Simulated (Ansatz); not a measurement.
Sb2S3 (Pnma), relaxed with LDA (Ansatz, a first-principles code, plane waves, PAW): a = 11.0348 Å, b = 3.8114 Å, c = 10.7993 Å, α = β = γ = 90.00°.

| Item | Result |
|---|---|
| gap (eV) | 1.09 |
| ΔH_f (eV/atom) | -0.31 |
| K_Hill (GPa) | 37.7 |
| G_Hill (GPa) | 20.9 |
| electron conductivity mass (mₑ) | 0.47 |
| Θ_D (K) | 240 |

Problem. The same phase is relaxed and computed with PBE+D3(BJ) in the same code. What are the cell and these values now?

Solution. a = 11.161 Å, b = 3.845 Å, c = 10.942 Å, α = 90.00°, β = 90.00°, γ = 90.00°.

- gap (eV) = 1.21
- ΔH_f (eV/atom) = -0.32
- K_Hill (GPa) = 33.5
- G_Hill (GPa) = 19.7
- electron conductivity mass (mₑ) = 0.50
- Θ_D (K) = 234

Weakly bound layers, chains or molecules computed without a dispersion correction, so cells and soft constants are ill determined: Sb2S3, Pnma (Pearson symbol oP20) with LDA. All cells were relaxed under the symmetry of their starts (and spin orders); stability against distortions was not tested throughout. Scalar-relativistic: spin–orbit coupling is off unless named, which matters more the heavier the elements.

Potentials: the later of the program's two PAW sets.

Ansatz is a plane-wave DFT program.

Formation energies count from the lowest solids of the elements computed at the same level, not from gases.
